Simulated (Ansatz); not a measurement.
Input file for Ansatz (a program for electronic structure):

Ansatz 0.2 input:
```yaml
crystal:
  lattice:
    - [0.0, 3.5031202243, 3.5031202243]
    - [3.5031202243, 0.0, 3.5031202243]
    - [3.5031202243, 3.5031202243, 0.0]
  atoms:
    - { symbol: Cs, position: [0.0, 0.0, 0.0] }
    - { symbol: Cl, position: [0.5, 0.5, 0.5] }
kpoints:
  mp_grid: { grid: [7, 7, 7] }
hamiltonian:
  xc: r2scan
  pseudopotentials: { azcp: { folder: ./paw }, kind: paw }
scf:
  occupations: { method: fixed }
checkpoint: { read: static.run }
output: { write_density: true, elf: true, volumetric_format: npy }
basis: { fft_grid_basis: typed }
```

Output (shortened):

```
Pseudopotential: Cs, paw, valence charge 9
Pseudopotential: Cl, paw, valence charge 7
Functional definition: r2SCAN
Crystal: 2 atoms, lattice volume = 85.980 Å³
Basis set: ecut = 500 eV, 2133 PW (Γ), exchange–correlation on 160×160×160 points (64 copies of the dense FFT grid, shifted against one another)
Bands: 12, of which v1, the nominal top of the filled ones, is band 8 counted from 1 (7 counted from 0)
Symmetry: 48 space group operations
Space group: Fm-3m (ITA 225), of the structure as read, at distance tolerance 4.4e-5 Å
k-points: 20 of 343
Stability of the state it starts from, as read at its close in the unpolarized treatment …
iter 1 solved again at ethr=2.22e-7 eV; its pass at ethr=3.10e-3 eV (dr2=3.55e-5 eV) is discarded
SCF iter   1: F=—  HF=-6774.059918 eV  |F-HF|=—  |Δ(HF+E_count)|=         —  Δρ=9.58e-7  dr2=7.36e-10  dr2_τ=5.57e-11  ethr=2.22e-7  ⟨swp⟩=3.7  Hψ=2162  notcnv=0  defer=38
preconditioner: auto → none
SCF iter   2: F=-6774.059918 eV  HF=-6774.059918 eV  |F-HF|=1.68e-10  |Δ(HF+E_count)|=  3.27e-10  Δρ=4.75e-7  dr2=2.41e-10  dr2_τ=3.19e-11  ethr=4.60e-12  ⟨swp⟩=9.2  Hψ=1477  notcnv=0
SCF 1 converged in 2 iterations: F = -6774.059918 eV  dr2 = 2.41e-10
SCF converged after 2 iterations
Free energy (F): -6774.059918 eV
Harris-Foulkes:  -6774.059918 eV  (|F-HF|=1.68e-10)
Internal energy: -6774.059918 eV  (E = F + TS)
E sigma→0 (E₀):  -6774.059918 eV
Fermi energy:    0.776622 eV
--- Per-component energies (eV) ---
  E_band       = -87.861481
  E_kinetic    = 297.090657
  E_local      = -523.154830  (includes V_loc(G=0)·N_el)
  E_nonlocal   = 53.348905
  E_hartree    = 179.237228
  E_xc         = -273.132947
  E_vxc        = -279.915585  (∫ρ·V_xc dr)
  E_paw        = -5753.761876  (= ΣΔE_a)
  E_vpaw       = -7.638953  (= ΣTr[D̂ρ^β])
  E_aug_tail   = 0.000012  (compensation charges beyond the density's cutoff)
  E_vtau       = 13.933621  (kinetic-family band-sum trace: ∫τ·v_τ [+ j·A + Jᵃ·Aᵃ] dr)
  E_ewald      = -753.600540
  E_core_change = -0.086527  (= ΣΔE_core)
  E_smearing   =  0.000000  (= −TS)
  E_closure    =  0.000000  (closes the sum)
  Σ components = -6774.059918   (vs F -6774.059918, Δ=0.00e0)
  [band-id]    e_kinetic+e_local+e_nonlocal+2·e_hartree+e_vxc+e_vpaw+e_augmentation_tail+e_vtau = -87.861717   (vs E_band -87.861481, Δ=-2.36e-4)
--- Band table (eV; the first three rows and the last of 20) ---
  k-point 0: bands = ["-18.6407", "-11.6471", "-4.9840", "-4.9840", "-4.9840", "0.7566", "0.7566", "0.7566", "6.2622", "8.3571", "8.3571", "8.3571"]
  k-point 1: bands = ["-18.6338", "-11.6589", "-5.0042", "-4.9859", "-4.9859", "0.6240", "0.6902", "0.6902", "6.6849", "8.2142", "8.5847", "8.5847"]
  k-point 2: bands = ["-18.6183", "-11.6855", "-5.0498", "-4.9900", "-4.9900", "0.3633", "0.5477", "0.5477", "7.6616", "8.2021", "9.2174", "9.2174"]
  k-point 19: bands = ["-18.5954", "-11.6769", "-5.2946", "-5.2168", "-5.0183", "0.3998", "0.6884", "0.7539", "7.8247", "8.4682", "9.6519", "10.8987"]
```

Cost: around 5 core-seconds (rough) on shared cores.

The workflow started from a Materials Project entry (that database holds measured and hypothetical structures alike); the Crystallography Open Database files this formula in space group No. 225, but the cells were not matched. It is not the phase usual at ambient conditions (space group No. 221). The cell was relaxed with r²SCAN under the symmetry of its start; its stability against distortions is not shown here. Spin–orbit coupling is left out wherever it is not named.

Potentials: the earlier of the program's two PAW sets.

Ansatz is a plane-wave DFT program.
